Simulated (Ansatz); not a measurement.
MoPt:
Space group Pmma (No. 51); a = 4.4744 Å, b = 2.7297 Å, c = 4.9533 Å, α = 90.00°, β = 90.00°, γ = 90.00°

```tsv
atom	site	symmetry	x	y	z
Mo	2e	mm2	0.2500	0.0000	0.1623
Pt	2f	mm2	0.2500	0.5000	0.6634
```

Relaxed with r²SCAN.

Which orbitals make up the states near the Fermi level in the program Ansatz at the r²SCAN level (PAW)?

Within 0.5 eV of the Fermi level: Mo 4d 61 %, Pt 5d 31 %. Projections are on Löwdin-orthogonalised atomic valence shells; empty p or d shells of many metals are not among them.

Tabulate the density of states.

States/eV per cell of 4 atoms, in 0.25 eV bins, energy from the Fermi level.

| E (eV) | total | Pt 5d | Mo 4d | Pt 6s |
|---|---|---|---|---|
| -7.85 | 0.65 | 0.08 | 0.06 | 0.33 |
| -7.60 | 0.93 | 0.20 | 0.15 | 0.41 |
| -7.35 | 1.78 | 0.55 | 0.37 | 0.62 |
| -7.10 | 2.80 | 1.12 | 0.71 | 0.70 |
| -6.85 | 3.26 | 1.79 | 0.76 | 0.48 |
| -6.60 | 4.76 | 3.06 | 1.03 | 0.38 |
| -6.35 | 5.69 | 3.80 | 1.22 | 0.31 |
| -6.10 | 5.00 | 3.54 | 0.99 | 0.16 |
| -5.85 | 5.22 | 3.80 | 0.96 | 0.15 |
| -5.60 | 5.08 | 3.72 | 0.98 | 0.13 |
| -5.35 | 5.62 | 4.12 | 1.08 | 0.10 |
| -5.10 | 5.34 | 3.92 | 0.93 | 0.14 |
| -4.85 | 4.16 | 3.07 | 0.79 | 0.13 |
| -4.60 | 4.94 | 3.53 | 1.06 | 0.12 |
| -4.35 | 3.21 | 2.31 | 0.68 | 0.07 |
| -4.10 | 4.01 | 2.91 | 0.83 | 0.11 |
| -3.85 | 5.22 | 3.64 | 1.23 | 0.15 |
| -3.60 | 5.76 | 4.10 | 1.25 | 0.19 |
| -3.35 | 6.02 | 4.19 | 1.36 | 0.23 |
| -3.10 | 4.84 | 3.01 | 1.41 | 0.18 |
| -2.85 | 4.61 | 2.61 | 1.65 | 0.13 |
| -2.60 | 3.04 | 1.49 | 1.27 | 0.12 |
| -2.35 | 3.81 | 1.68 | 1.76 | 0.11 |
| -2.10 | 4.49 | 1.65 | 2.40 | 0.09 |
| -1.85 | 3.83 | 0.96 | 2.43 | 0.08 |
| -1.60 | 3.82 | 0.88 | 2.48 | 0.08 |
| -1.35 | 4.66 | 1.02 | 3.11 | 0.08 |
| -1.10 | 4.35 | 0.95 | 2.88 | 0.08 |
| -0.85 | 2.86 | 0.66 | 1.84 | 0.06 |
| -0.60 | 2.23 | 0.53 | 1.42 | 0.05 |
| -0.35 | 1.98 | 0.48 | 1.28 | 0.04 |
| -0.10 | 2.19 | 0.63 | 1.37 | 0.04 |
| 0.15 | 2.96 | 1.03 | 1.74 | 0.05 |
| 0.40 | 2.53 | 0.83 | 1.50 | 0.06 |
| 0.65 | 3.48 | 0.96 | 2.29 | 0.07 |
| 0.90 | 3.13 | 0.79 | 2.15 | 0.06 |
| 1.15 | 3.50 | 0.73 | 2.54 | 0.06 |
| 1.40 | 3.90 | 0.70 | 2.92 | 0.10 |
| 1.65 | 4.06 | 0.64 | 3.09 | 0.14 |
| 1.90 | 4.49 | 0.66 | 3.39 | 0.20 |
| 2.15 | 4.23 | 0.59 | 3.24 | 0.16 |
| 2.40 | 5.37 | 0.67 | 4.24 | 0.17 |
| 2.65 | 3.36 | 0.38 | 2.52 | 0.15 |

The first step of the workflow began from a Materials Project structure, measured or hypothetical; the Crystallography Open Database copy checked does not list it. With Mo and Pt taken as one species the cell has the higher symmetry P6_3/mmc, so it may be an ordered model of a mixed-site phase. Its standing as an ambient phase is unchecked. The cell was relaxed with r²SCAN under the symmetry of its start; whether a distortion lowers the energy is not shown. No spin polarisation was allowed. Axis ratios of metals converge slowly with the k-mesh, so a and c are less sure than the volume. Spin–orbit coupling is left out wherever it is not named.

Potentials: the later of the program's two PAW sets.
